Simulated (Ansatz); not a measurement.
Geometry optimisation in Ansatz: input, command and trajectory.

```yaml
crystal:
  lattice:
    - [4.9589, 0.0, 0.0]
    - [0.0, 4.9589, 0.0]
    - [0.0, 0.0, 4.8396]
  atoms:
    - { symbol: In, position: [0.0, 0.0, 0.0] }
    - { symbol: In, position: [0.5, 0.5, 0.0] }
    - { symbol: Bi, position: [0.0, 0.5, 0.3918] }
    - { symbol: Bi, position: [0.5, 0.0, 0.6082] }
basis:
  ecutwfc: 420
kpoints:
  mp_grid: { grid: [8, 8, 10] }
hamiltonian:
  xc: pbesol
scf:
  occupations: { method: gaussian, width: 0.1 }
output:
  forces: true
  stress: true
  eigenvalues: true
relax:
  adjacent_minimum: "off"
  f_tol: 0.01
  max_steps: 40
```

```bash
ansatz run input.yaml --threads 1 --pin off --max-ram 2560MiB --backend cpu --events-out ev --progress --plain --runs-dir out
```

The calculation used Ansatz, DFT PBEsol, scalar-relativistic, plane waves, PAW.

Of 3 frames 3 are shown, positions in Å and forces in eV/Å; the SCF threshold varies from step to step.

```xyz
4
Lattice="4.9589 0.0000 0.0000 0.0000 4.9589 0.0000 0.0000 0.0000 4.8396" Properties=species:S:1:pos:R:3:forces:R:3 pbc="T T T" step=1 free_energy_over_end_meV_per_atom=0.65
In    0.0000    0.0000    0.0000    0.0000    0.0000    0.0000
In    2.4794    2.4794    0.0000    0.0000    0.0000    0.0000
Bi    0.0000    2.4794    1.8962    0.0000    0.0000    0.0896
Bi    2.4794    0.0000    2.9434    0.0000    0.0000   -0.0896
4
Lattice="4.9589 0.0000 0.0000 0.0000 4.9589 0.0000 0.0000 0.0000 4.8396" Properties=species:S:1:pos:R:3:forces:R:3 pbc="T T T" step=2 free_energy_over_end_meV_per_atom=0.00
In    0.0000    0.0000    0.0000    0.0000    0.0000    0.0000
In    2.4794    2.4794    0.0000    0.0000    0.0000    0.0000
Bi    0.0000    2.4794    1.9230    0.0000    0.0000    0.0076
Bi    2.4794    0.0000    2.9166    0.0000    0.0000   -0.0076
4
Lattice="4.9589 0.0000 0.0000 0.0000 4.9589 0.0000 0.0000 0.0000 4.8396" Properties=species:S:1:pos:R:3:forces:R:3 pbc="T T T" step=3 free_energy_over_end_meV_per_atom=0.00
In    0.0000    0.0000    0.0000    0.0000    0.0000    0.0000
In    2.4794    2.4794    0.0000    0.0000    0.0000    0.0000
Bi    0.0000    2.4794    1.9230    0.0000    0.0000    0.0076
Bi    2.4794    0.0000    2.9166    0.0000    0.0000   -0.0076
```

The run took 42 s on 1 thread of Arm Neoverse V2, with other jobs on the host, peak memory 0.55 GiB.

Spin–orbit coupling is left out, which can shift energies with elements as heavy as these.